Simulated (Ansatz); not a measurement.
LiNbO₃:
```
LiNbO3
1.0
    2.59218     1.49660     4.56316
   -2.59218     1.49660     4.56316
    0.00000    -2.99319     4.56316
Li Nb O
2 2 6
Cartesian
  0.00000   0.00000  10.26712
  0.00000   0.00000   3.42237
  0.00000   0.00000   0.00000
  0.00000   0.00000   6.84474
 -0.63044   1.49660   7.98554
  0.63044  -1.49660   5.70395
 -0.98087  -1.29427   7.98554
  0.98087   1.29427   5.70395
  1.61131  -0.20233   7.98554
 -1.61131   0.20233   5.70395
```

x, y and z are the axes in which the lattice vectors are written.

**Question.** Give the high-frequency dielectric tensor and the Born effective charge tensors of the independent atoms from DFPT, r²SCAN in the plane-wave PAW code Ansatz.

**Answer.** 
ε∞:
```
5.54  0.00  0.00
0.00  5.54  0.00
0.00  0.00  6.11
```
Z* of atom 1 (Li), rows: field, columns: displacement, in e:
```
1.14  0.00  0.00
0.00  1.14  0.00
0.00  0.00  1.10
```
Z* of atom 3 (Nb), rows: field, columns: displacement, in e:
```
 8.21  -1.97   0.00
 1.97   8.21   0.00
 0.00   0.00   9.04
```
Z* of atom 5 (O), rows: field, columns: displacement, in e:
```
-1.78   0.00   0.00
 0.00  -4.45  -2.30
 0.00  -2.40  -3.38
```

Static charges for comparison (Bader): Li1 +0.91, Nb3 +2.92, O5 -1.28 e. Born charges measure polarisation by displacement and can exceed these by far.

Space group R-3c. The workflow started from a Materials Project entry (that database holds measured and hypothetical structures alike); the Crystallography Open Database files this formula in space group No. 167, but the cells were not matched. It is not the phase usual at ambient conditions (space group No. 161). Symmetry was held in the r²SCAN relaxation. At this level the phase is dynamically unstable (imaginary phonons). No spin polarisation was allowed. Scalar-relativistic: spin–orbit coupling is off unless named, which matters more the heavier the elements.

Potentials: the earlier of the program's two PAW sets.
